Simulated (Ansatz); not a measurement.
TaRe3 in space group I4/mmm (No. 139; Re on 2b, Re on 4d, Ta on 2a) under volume change, PBEsol in the plane-wave PAW code Ansatz, shape and atoms relaxed at each volume.

```json
[
 {"V (Å³/atom)": "13.971", "E − E(relaxed) (meV/atom)": "150.7", "P (GPa)": "37.92"},
 {"V (Å³/atom)": "14.431", "E − E(relaxed) (meV/atom)": "63.3", "P (GPa)": "23.25"},
 {"V (Å³/atom)": "14.892", "E − E(relaxed) (meV/atom)": "15.0", "P (GPa)": "10.72"},
 {"V (Å³/atom)": "15.352", "E − E(relaxed) (meV/atom)": "0.0", "P (GPa)": "0.00"},
 {"V (Å³/atom)": "15.813", "E − E(relaxed) (meV/atom)": "(withheld)", "P (GPa)": "(withheld)"},
 {"V (Å³/atom)": "16.273", "E − E(relaxed) (meV/atom)": "(withheld)", "P (GPa)": "(withheld)"},
 {"V (Å³/atom)": "16.734", "E − E(relaxed) (meV/atom)": "110.0", "P (GPa)": "-23.64"}
]
```

Some entries are withheld; supply them.


- 15.813, E − E(relaxed) (meV/atom): 13.5
- 15.813, P (GPa): -9.16
- 16.273, E − E(relaxed) (meV/atom): 51.4
- 16.273, P (GPa): -16.98

What does a third-order Birch–Murnaghan fit give for V₀, B₀ and B′?

V₀ = 15.35 Å³/atom, B₀ = 329 GPa, B′ = 4.2.

The cell is a constructed one: a structure type filled with these elements; neither database checked (COD, Materials Project) lists it. Its standing as an ambient phase is unchecked. The cell was relaxed with PBEsol under the symmetry of its start; its stability against distortions is not shown here. The run is not spin-polarised. Scalar-relativistic: spin–orbit coupling is off unless named, which matters more the heavier the elements.

Potentials: the earlier of the program's two PAW sets. The files were generated under PBE; for other functionals the program regenerates the frozen cores, and for LDA and PBEsol the local potential too.
